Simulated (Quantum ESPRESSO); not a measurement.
Band energies of RbCl

```
RbCl
1.0
    0.00000     3.18889     3.18889
    3.18889     0.00000     3.18889
    3.18889     3.18889     0.00000
Cl Rb
1 1
Direct
  0.50000   0.50000   0.50000
  0.00000   0.00000   0.00000
```

norm-conserving LDA (Quantum ESPRESSO, 56 Ry, scalar-relativistic); path ΓXWKΓLUWLK,UX; energies in eV from the valence-band maximum.

```
k (1/Å)  point  band 4  band 5  band 6  band 7  band 8  band 9  band 10  band 11
-------  -----  ------  ------  ------  ------  ------  ------  -------  -------
0.00         Γ   -7.71   -7.71    0.00    0.00    0.00    4.85     7.75     7.75
0.22             -7.72   -7.68   -0.28   -0.02   -0.02    5.26     7.36     8.11
0.44             -7.77   -7.69   -0.64   -0.06   -0.06    6.09     6.66     9.12
0.77             -7.84   -7.84   -0.48   -0.09   -0.09    5.91     7.52     9.89
0.99         X   -7.86   -7.86   -0.32   -0.09   -0.09    5.75     8.13     9.80
1.35             -7.93   -7.71   -0.50   -0.28   -0.20    6.76     8.20     9.08
1.48         W   -7.98   -7.68   -0.57   -0.24   -0.24    7.44     7.44     9.45
1.59             -7.94   -7.69   -0.55   -0.27   -0.23    7.00     7.95     9.30
1.83         K   -7.81   -7.79   -0.49   -0.29   -0.27    6.62     8.65     9.24
1.93             -7.78   -7.75   -0.66   -0.34   -0.27    7.08     8.23     9.57
2.14             -7.73   -7.68   -0.85   -0.43   -0.20    7.45     7.61     9.48
2.45             -7.70   -7.67   -0.60   -0.28   -0.08    6.15     7.34     8.33
2.66             -7.70   -7.69   -0.21   -0.09   -0.02    5.24     7.56     7.89
2.87         Γ   -7.71   -7.71    0.00    0.00    0.00    4.85     7.75     7.75
2.98             -7.71   -7.70   -0.05   -0.02   -0.02    4.96     7.70     7.80
3.19             -7.71   -7.69   -0.40   -0.15   -0.15    5.72     7.54     8.23
3.51             -7.72   -7.66   -0.96   -0.39   -0.39    7.26     7.73     9.54
3.72         L   -7.72   -7.65   -1.09   -0.45   -0.45    7.64     7.97    10.26
4.03             -7.75   -7.71   -0.86   -0.40   -0.37    7.45     7.94     9.92
4.23             -7.79   -7.76   -0.60   -0.31   -0.29    6.89     8.35     9.65
4.33         U   -7.81   -7.79   -0.49   -0.29   -0.27    6.62     8.65     9.24
4.56             -7.94   -7.69   -0.55   -0.27   -0.23    7.00     7.95     9.30
4.68         W   -7.98   -7.68   -0.57   -0.24   -0.24    7.44     7.44     9.45
4.78             -7.97   -7.68   -0.59   -0.26   -0.25    7.45     7.47     9.50
5.07             -7.80   -7.68   -0.87   -0.39   -0.37    7.58     7.79     9.95
5.27             -7.73   -7.66   -1.06   -0.45   -0.44    7.63     7.95    10.21
5.37         L   -7.72   -7.65   -1.09   -0.45   -0.45    7.64     7.97    10.26
5.54             -7.73   -7.68   -1.01   -0.43   -0.42    7.62     7.92    10.11
5.72             -7.76   -7.72   -0.80   -0.38   -0.35    7.35     8.00     9.86
5.98         K   -7.81   -7.79   -0.49   -0.29   -0.27    6.62     8.65     9.24
5.98         U   -7.81   -7.79   -0.49   -0.29   -0.27    6.62     8.65     9.24
6.06             -7.83   -7.82   -0.34   -0.30   -0.20    6.26     8.79     9.02
6.32         X   -7.86   -7.86   -0.32   -0.09   -0.09    5.75     8.13     9.80
```

The LDA gap is direct, 4.85 eV at Γ.

Geometry relaxed with LDA.
